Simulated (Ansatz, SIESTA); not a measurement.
Given: the input of a run of Ansatz 0.2.0 on Sn3Te. Atoms were shifted at random by some hundredths of an Å from the given cell, which wasn't relaxed again for these runs. The cell comes from a database or a generator and needn't be the stable form of this composition.

Contents of input.yaml:

```yaml
crystal:
  lattice:
    - [-2.300904, 2.300904, 5.516494]
    - [2.300904, -2.300904, 5.516494]
    - [2.300904, 2.300904, -5.516494]
  atoms:
    - { symbol: Te, position: [0.00135, -0.014459, -0.00963] }
    - { symbol: Sn, position: [0.488308, 0.495123, -0.011284] }
    - { symbol: Sn, position: [0.253285, 0.757309, 0.502229] }
    - { symbol: Sn, position: [0.757875, 0.244694, 0.490573] }
hamiltonian:
  xc: pbe
  pseudopotentials: { kind: paw }
kpoints:
  mp_grid: { grid: [8, 8, 8] }
scf:
  occupations: { method: fermi_dirac, width: 0.05 }
output:
  forces: true
  stress: true
  eigenvalues: true
```

Potentials or basis: Ansatz PAW.

Run with:

```sh
$ ansatz run input.yaml --threads 2 --pin off --max-ram 5120MiB --backend cpu --events-out ev --progress --plain --runs-dir out
```

Task: Translate it to SIESTA 5.4.2. Potentials or basis there: files PseudoDojo sr-pbe-0.4.1-standard, DZP (energy shift 0.003 Ry; two zetas on semicore shells).

Result: As run (cutoffs and basis follow the program's own potentials, and thresholds, step limits or extra output files can differ):

The input Sn3Te.fdf:

```
SystemName                      Sn3Te
SystemLabel                     Sn3Te
NumberOfSpecies                 2
NumberOfAtoms                   4
%block ChemicalSpeciesLabel
  1  52 Te
  2  50 Sn
%endblock ChemicalSpeciesLabel

LatticeConstant                 1.0 Ang
%block LatticeVectors
    -2.3009040000     2.3009040000     5.5164940000
     2.3009040000    -2.3009040000     5.5164940000
     2.3009040000     2.3009040000    -5.5164940000
%endblock LatticeVectors
AtomicCoordinatesFormat         Fractional
%block AtomicCoordinatesAndAtomicSpecies
     0.0013500000    -0.0144590000    -0.0096300000  1  Te
     0.4883080000     0.4951230000    -0.0112840000  2  Sn
     0.2532850000     0.7573090000     0.5022290000  2  Sn
     0.7578750000     0.2446940000     0.4905730000  2  Sn
%endblock AtomicCoordinatesAndAtomicSpecies

%block kgrid.MonkhorstPack
    8   0   0  0.0
    0   8   0  0.0
    0   0   8  0.0
%endblock kgrid.MonkhorstPack
XC.Functional                   GGA
XC.Authors                      PBE
PAO.BasisSize                   DZP
PAO.EnergyShift                 0.003 Ry
Mesh.Cutoff                     500 Ry
OccupationFunction              FD
ElectronicTemperature           0.05 eV
MaxSCFIterations                120
SCF.MustConverge                false
SCF.Mixer.Method                Pulay
SCF.Mixer.Weight                0.25
SCF.Mixer.History               8
SCF.DM.Tolerance                5.0e-05
SCF.H.Tolerance                 1.0e-03 eV
WriteForces                     true
Charge.Mulliken                 end
%block PAO.Basis
  Te 4
  n=5 0 2
    5.635 0.000
  n=5 1 2
    7.297 0.000
  n=4 2 2
    3.260 0.000
  n=5 2 1
    7.297
  Sn 4
  n=5 0 2
    6.432 0.000
  n=5 1 2
    8.686 0.000
  n=4 2 2
    3.759 0.000
  n=5 2 1
    8.686
%endblock PAO.Basis
```

Potentials or basis: PseudoDojo 0.4 standard (PBE files), converted to PSML, two zetas on semicore shells, DZP (energy shift 0.003 Ry; two zetas on semicore shells).

The run is started by

```sh
$ siesta < Sn3Te.fdf > Sn3Te.out 2>&1
```

Both were run:

|  | Ansatz | SIESTA |
| --- | --- | --- |
| Pressure | -0.3 GPa | 0.6 GPa |
| Energy over the undisturbed cell | 3.4 meV/atom | 5.2 meV/atom |

Ansatz's pressure holds a Pulay term of +0.03 GPa for its cutoff of 420 eV, which the other run lacks.

Where Ansatz's input types no cutoff or centring, it takes its own default and a Γ-centred mesh.

Pressure is positive in compression.
